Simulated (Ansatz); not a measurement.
Data sheet: FeNi (DFT)

FeNi:
```
FeNi
1.0
    1.77671    -1.77708     0.00000
    1.77671     1.77708     0.00000
    0.00000     0.00000     3.53500
Fe Ni
1 1
Direct
  0.00000   0.00000   0.00000
  0.50000   0.50000   0.50000
```
The run is spin-polarised; directions of the spins, atom by atom: ↑ ↑.

Space group P4/mmm (No. 123), L1₀ or tetragonal B2; conventional cell a = b = 2.5129 Å, c = 3.5350 Å, α = β = γ = 90.00°.

Method: plane-wave PAW r²SCAN (Ansatz code). Geometry: relaxed at this level of theory. Other levels are named where they apply.

Cell and energy:

```yaml
volume_per_atom: 11.16 Å³
density: 8.52 g/cm³
Formation energy from the elements (no fitted shifts): -0.10 eV/atom
```

Electronic structure:

```yaml
electronic_character: metallic (no gap)
Density of states at the Fermi level: 0.62 states/eV per atom (mean over ±0.08 eV)
```

Magnetism:

```yaml
magnetic_order: ferromagnetic
net_moment: 1.77 μB per atom
```

Mechanics:

```yaml
Bulk modulus (Birch–Murnaghan fit): 197 GPa
Pressure derivative B′: 4.4
```

Charges:

```yaml
bader_charges: Fe +0.32, Ni -0.32 e
```

The first step of the workflow began from a Materials Project structure, measured or hypothetical; the Crystallography Open Database files this formula in space group No. 123, but the cells were not matched. Its standing as an ambient phase is unchecked. The cell was relaxed with r²SCAN under the symmetry of its start; its stability against distortions is not shown here. The final state is ferromagnetic, chosen from 5 collinear starts compared on coarse meshes (ties went to the first, and starts can fall back to one state), not a proven ground state. Other orbital occupations within this spin state were not tried. For itinerant 3d metals, meta-GGAs of the SCAN family and hybrids are commonly reported to give too large moments. Point labels and valley counts follow the cell and symmetry of the run, lower than the named group. Axis ratios of metals converge slowly with the k-mesh, so a and c are less sure than the volume. The references are the lowest solids computed at this level, not always the standard phases.

Potentials: the later of the program's two PAW sets.
